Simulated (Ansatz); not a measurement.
ZrPbO3 (space group Amm2)

Space group Amm2 (No. 38); a = 4.1153 Å, b = 5.8616 Å, c = 5.9951 Å, α = β = γ = 90.00°

```tsv
atom	site	symmetry	x	y	z
Zr	2b	mm2	0.5000	0.5000	0.0076
Pb	2a	mm2	0.0000	0.0000	0.9502
O	4e	m..	0.5000	0.2663	0.2956
O	2a	mm2	0.0000	0.0000	0.5579
```
(The calculation used a cell of 5 atoms; values per cell refer to that cell.)

This relaxed cell (volume V₀) is scaled evenly in all directions, its shape held. The atoms relax within the cell's symmetry.

The numbers are results of PBEsol (plane waves to 420 eV, PAW, scalar-relativistic; Ansatz, a first-principles code), not measurements. k mesh 8×8×8 (Γ-centred), Fermi-Dirac smearing 0.05 eV. E stands for the smeared free energy. With the shape held, the modulus is that of even scaling; a crystal free to change shape is softer. Spin-orbit coupling is left out, though Pb is heavy. This is one of several known forms of ZrPbO3; the measured ambient cells at hand have space group No. 55. ZrPbO3 is run without spin polarisation. ZrPbO3 was relaxed with its symmetry unable to fall. ΔE is measured from the relaxed starting cell.

| V (Å³/atom) | ΔE (meV/atom) |
|---|---|
| 13.016 | 74.6 |
| 13.377 | 39.9 |
| 13.739 | 16.9 |
| 14.100 | 4.0 |
| 14.462 | 0.0 |
| 14.823 | 3.6 |
| 15.185 | 13.8 |
| 15.546 | 29.6 |
| 15.908 | 49.9 |

Problem. What is the fitted pressure derivative B₀′?

Solution. 5.0.

Problem. What bulk modulus at fixed cell shape B₀ follows from a third-order Birch-Murnaghan fit?

Solution. 134 GPa. Check by three points about V = 14.462 Å³/atom, step 0.362: d²E/dV² ≈ (4.0 − 2·0.0 + 3.6) meV / 0.362² = 0.0581 eV/Å⁶, and V·d²E/dV² × 160.2 = 135 GPa.

(A scan under strain: stresses follow from slopes of the energy per volume, elastic moduli from its curvatures.)
